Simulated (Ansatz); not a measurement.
Zn:
```cif
data_Zn2
_chemical_formula_sum 'Zn2'
_space_group_name_H-M_alt 'P63/mmc'
_space_group_IT_number 194
_space_group_name_Hall '-P 6c 2c'
_cell_length_a 2.58765
_cell_length_b 2.58765
_cell_length_c 4.92778
_cell_angle_alpha 90.000
_cell_angle_beta 90.000
_cell_angle_gamma 120.000
loop_
_atom_site_label
_atom_site_type_symbol
_atom_site_symmetry_multiplicity
_atom_site_Wyckoff_symbol
_atom_site_fract_x
_atom_site_fract_y
_atom_site_fract_z
_atom_site_occupancy
Zn1 Zn 2 c 0.33333 0.66667 0.25000 1
```

Relaxed with PBEsol.

Decompose the optical modes at the zone centre into irreducible representations, and say which are infrared and Raman allowed.

Point group 6/mmm: Γ_opt = B1g + E2g. Infrared: none. Raman: E2g.

Assign frequencies (DFPT, PBEsol in the plane-wave PAW code Ansatz).

E2g 72, B1g 138 cm⁻¹.

Subscripts of B labels follow the axes of the standard setting.

Space group P6_3/mmc (hcp (Mg type)). The cell keeps a stress of up to 0.3 GPa. The cell was relaxed with PBEsol under the symmetry of its start. As this level gives no gap, phonon frequencies hold no LO–TO term and depend on the k-mesh and smearing (Fermi–Dirac, 0.1 eV here).

Potentials: the earlier of the program's two PAW sets. The files were generated under PBE; for other functionals the program regenerates the frozen cores, and for LDA and PBEsol the local potential too.
